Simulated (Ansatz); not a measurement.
The cell of Li3AgB5 is invented: random cell by space group and Wyckoff sites (Cmmm, No. 65). Lengths were set from tabulated atomic sizes, so they are only a guess.

Space group Cmmm (No. 65). a = 6.230 Å, b = 7.506 Å, c = 4.787 Å, α = 90.00°, β = 90.00°, γ = 90.00°
```
atom  site  symmetry       x       y       z
  Li    4f     ..2/m  0.2500  0.2500  0.5000
  Li    2b       mmm  0.5000  0.0000  0.0000
  Ag    2c       mmm  0.5000  0.0000  0.5000
   B    8o       .m. 0.7399  0.0000  0.1944
   B    2d       mmm  0.0000  0.0000  0.5000
```

Computed with Ansatz, DFT PBE, scalar-relativistic, plane waves, PAW. Cutoff 420 eV, Gaussian smearing, Γ-centred meshes. Cell and atoms relax first on a coarse mesh and then on a finer one. In between, the cell is made exact in the group found at 0.06 Å. In metals the finer mesh still leaves noise of several meV/atom or more. The steps can't lower the symmetry of their start. No spin polarisation.

A guess keeps its type if space group and coordination stay and the shape of the cell changes little (axis ratios within about 15 %, angles within 6°); the volume may change.

**Question.** Does it keep its structure type, or change into something else?

**Answer.** It doesn't keep its type. The symmetry stays Cmmm (No. 65). The volume per atom shrinks by 1.0 %, from 12.4 to 12.3 Å³. The shortest distance goes from 1.76 Å (Li–B) to 1.68 Å (B–B). Counting neighbours within 15 % of an atom's shortest distance, the start has Ag 6, B 2/8, Li 4/8 and the end Ag 10, B 3/4, Li 6/10. In detail, at the end around Li on a site of symmetry 2/m lie 2 Ag at 2.60 Å, 6 B at 2.60–2.70 Å and 2 Li at 2.73 Å; Ag has 2 Li at 2.30 Å, 4 B at 2.37 Å, 4 Li at 2.60 Å and 2 B at 2.73 Å; around B on a site of symmetry m lie 3 B at 1.68–1.72 Å, 1 Li at 2.05 Å, 1 Ag at 2.37 Å, 1 B at 2.40 Å and 2 Li at 2.70 Å; 2 more sites not described.

```yaml
crystal:
  lattice:
    - [2.72719, -4.42226, 0.00000]
    - [2.72719, 4.42226, 0.00000]
    - [0.00000, 0.00000, 4.59435]
  atoms:
    - { symbol: Li, position: [0.00000, 0.50000, 0.50000] }
    - { symbol: Li, position: [0.50000, 0.00000, 0.50000] }
    - { symbol: Li, position: [0.50000, 0.50000, 0.00000] }
    - { symbol: Ag, position: [0.50000, 0.50000, 0.50000] }
    - { symbol: B, position: [0.84257, 0.84257, 0.18297] }
    - { symbol: B, position: [0.15743, 0.15743, 0.18297] }
    - { symbol: B, position: [0.84257, 0.84257, 0.81703] }
    - { symbol: B, position: [0.15743, 0.15743, 0.81703] }
    - { symbol: B, position: [0.00000, 0.00000, 0.50000] }
```

The last run used an 8×8×8 mesh for its 9-atom cell and Gaussian smearing of 0.10 eV. The cell is a metal run without spin; a magnetic state may lie lower. A structure relaxed within its symmetry needn't be a true minimum.

In counts of neighbours, a slash parts the counts of unlike sites.
